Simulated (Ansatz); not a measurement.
Generalised stacking fault of Ag (fcc, Cu type) on the {111} plane. The cell below holds the perfect crystal with the plane normal along z; tilting its third vector by the shift puts one fault into each cell, between planes 2.34 Å apart, at fixed cell height.

```yaml
crystal:
  lattice:
    - [2.86689, 0.00000, 0.00000]
    - [1.43344, 2.48280, 0.00000]
    - [0.00000, 0.00000, 14.04482]
  atoms:
    - { symbol: Ag, position: [0.00000, 0.00000, 0.91667] }
    - { symbol: Ag, position: [0.66667, 0.66667, 0.08333] }
    - { symbol: Ag, position: [0.33333, 0.33333, 0.25000] }
    - { symbol: Ag, position: [0.00000, 0.00000, 0.41667] }
    - { symbol: Ag, position: [0.66667, 0.66667, 0.58333] }
    - { symbol: Ag, position: [0.33333, 0.33333, 0.75000] }
```

In-plane vectors a = (2.867, 0.000) Å, b = (1.433, 2.483) Å, area 7.12 Å². The shift is s times the vector a + b (length 4.966 Å), so s = 1 restores the start. Atoms relax along the normal only. γ = [E(shift) − E(0)] / area.

Computed with PBEsol (plane waves to 420 eV, PAW, scalar-relativistic; Ansatz, an electronic-structure program). k mesh 16×16×3 (Γ-centred), Fermi-Dirac smearing 0.05 eV. E is the zero-smearing estimate. With partly filled bands, the k mesh leaves noise in γ, roughly 0.02 J/m² as judged from a few cases. Faults lie only 14.0 Å apart, and holding the cell height raises γ above its relaxed value. Ag was relaxed with its symmetry unable to fall. The zero of γ is zero shift. The last digit holds for this mesh only.

```json
[
 {"s": "0.000", "γ (J/m²)": "0.00"},
 {"s": "0.083", "γ (J/m²)": "0.12"},
 {"s": "0.167", "γ (J/m²)": "0.39"},
 {"s": "0.250", "γ (J/m²)": "0.59"},
 {"s": "0.333", "γ (J/m²)": "0.67"},
 {"s": "0.417", "γ (J/m²)": "0.60"},
 {"s": "0.500", "γ (J/m²)": "0.40"},
 {"s": "0.583", "γ (J/m²)": "0.15"},
 {"s": "0.667", "γ (J/m²)": "0.03"},
 {"s": "0.750", "γ (J/m²)": "0.08"},
 {"s": "0.833", "γ (J/m²)": "0.13"},
 {"s": "0.917", "γ (J/m²)": "0.07"}
]
```

**Question.** Does γ have a local minimum between the ends of the line, and at which s?

**Answer.** s = 0.667.

**Question.** Which barrier is met on the easier way from s = 0 (or 1) to s = 0.667?

**Answer.** 0.13 J/m².

**Question.** By a periodic cubic spline through the points, what shear stress does the steepest rise of γ from s = 0 correspond to?

**Answer.** 6.8 GPa. A slope of 1 mJ/m² per Å is 0.01 GPa.

(The slope of γ gives the shear force per area between the displaced halves; near zero shift its curvature is an elastic stiffness.)
